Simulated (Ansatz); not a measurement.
MgS (Fm-3m): from strained cells to moduli

```
CELL_PARAMETERS angstrom
0.00000 2.56418 2.56418
2.56418 0.00000 2.56418
2.56418 2.56418 0.00000
ATOMIC_POSITIONS crystal
Mg 0.00000 0.00000 0.00000
S 0.50000 0.50000 0.50000
```

Unless marked otherwise, the numbers come from LDA, all-electron LAPW in Ansatz 0.2.0, scalar-relativistic. k mesh 8×8×8, fixed occupations, basis error target 1 meV/atom. The cell was relaxed by PAW under this functional, which moved its volume by -4 % from the database entry's.

The cell is cubic and carries a residual pressure of 0.07 GPa at this level. Each strain component that symmetry leaves independent is applied at ±0.005, the ions relax wherever a strain frees them, and the stress (tension positive, GPa) is read. Shears are engineering strains, γ = 2ε.

```
strain    size      σxx      σyy      σzz      σyz     σxz     σxy
    xx  -0.005  -0.9190  -0.2885  -0.2885   0.0000  0.0000  0.0000
    xx  +0.005   0.7274   0.1411   0.1411   0.0000  0.0000  0.0000
    yz  -0.005  -0.0704  -0.0726  -0.0726  -0.2855  0.0000  0.0000
    yz  +0.005  -0.0704  -0.0726  -0.0726   0.2855  0.0000  0.0000
```

A central difference gives one constant, for example C11 ≈ (0.7274 − (-0.9190))/(0.01) = 164.6 GPa; the program then imposes the crystal's symmetry on the whole matrix.

Q: What are the independent elastic constants?

A: C11 = 164.6, C12 = 43.0, C44 = 57.1 GPa.

Q: Do they meet the Born conditions?

A: C11 − C12 = 121.7, C11 + 2C12 = 250.6 and C44 = 57.1 GPa must all be positive, so the crystal is elastically stable; that says nothing yet of its phonons.

Q: What moduli does a random aggregate of grains have?

A: B = (C11 + 2C12)/3 = 83.5 GPa. G_V = (C11 − C12 + 3C44)/5 = 58.6 and G_R = 5(C11 − C12)C44/(4C44 + 3(C11 − C12)) = 58.5, so G_H = 58.6 GPa. Then E = 9BG/(3B + G) = 142.4 GPa, ν = (3B − 2G)/(6B + 2G) = 0.216 and B/G = 1.43, on the brittle side of Pugh's 1.75 (a rule of thumb, made for metals; it doesn't predict ductility here).

Q: With the density of 2.776 g/cm³, how fast does sound travel, and what Debye temperature follows?

A: 

```tsv
direction	slow (m/s)	middle (m/s)	fast (m/s)
[100]	4535	4535	7701
[110]	4535	4681	7613
[111]	4633	4633	7584
```

The mean of v⁻³ over directions and branches gives v_m = 5079 m/s and θ_D = (ħ/k_B) v_m (6π²n)^(1/3) = 590 K, n being atoms per volume. Young's modulus spans 139 to 147 GPa over directions, and the universal anisotropy index is 0.00.

Q: How far do the constants move if PAW replaces LAPW in the same cell?

A: 

| constant | LAPW (GPa) | PAW (GPa) | difference |
| --- | --- | --- | --- |
| C11 | 164.6 | 164.2 | -0.4 |
| C12 | 43.0 | 43.0 | 0.0 |
| C44 | 57.1 | 57.0 | -0.1 |

Q: How do the constants change if the ions are clamped to the homogeneous strain?

A: None moves by more than 0.3 GPa: by symmetry a homogeneous strain puts no force on these sites.

Q: What happens at 10 GPa (cell relaxed there)?

A: The volume falls to 0.9068 of its value, and C11 = 253.2, C12 = 56.8, C44 = 62.9 GPa (slopes of the stress), in this structure whether or not another phase takes over.

Known limits: the frozen-core PAW files of the compared runs were fitted under PBE, their cores solved anew for this functional.
